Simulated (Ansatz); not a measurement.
The relaxed structure here is a generated cell of InAs: the first start was made by placing the elements on the sites of a structure type, and the end was not matched to a known phase here, so it may be hypothetical. Known forms of InAs include space group No. 216.

A structure of InAs relaxed with PBEsol (plane waves to 420 eV, PAW, scalar-relativistic; Ansatz, an electronic-structure program); single points at other levels follow on the same geometry (Ansatz, PAW; PBEsol+SOC at 420 eV on a 9×9×4 k-mesh; spin-orbit coupling only where +SOC is written). Space group P3₂21 (No. 154).

```cif
data_As3In3
_chemical_formula_sum 'In3 As3'
_space_group_name_H-M_alt 'P 1'
_space_group_IT_number 1
_cell_length_a 4.27296
_cell_length_b 4.27296
_cell_length_c 9.51423
_cell_angle_alpha 90.000
_cell_angle_beta 90.000
_cell_angle_gamma 120.000
loop_
_space_group_symop_operation_xyz
  'x, y, z'
loop_
_atom_site_label
_atom_site_type_symbol
_atom_site_fract_x
_atom_site_fract_y
_atom_site_fract_z
_atom_site_occupancy
In1 In 0.53561 0.00000 0.66667 1
In2 In 0.00000 0.53561 0.33333 1
In3 In 0.46439 0.46439 0.00000 1
As1 As 0.52131 0.00000 0.16667 1
As2 As 0.00000 0.52131 0.83333 1
As3 As 0.47869 0.47869 0.50000 1
```

| level | gap (eV) | kind | conduction minimum |
|---|---|---|---|
| PBEsol | 0.04 | indirect | at or near Γ |
| PBEsol+SOC | ? | – | – |

### Question
Fill in the missing entries.

### Answer

- PBEsol+SOC, gap (eV): 0.01

The shift from spin-orbit coupling is approximate. No spin polarisation in the result.

The run could not lose the symmetry of its start: the end is stationary, and may be a saddle point rather than a minimum.
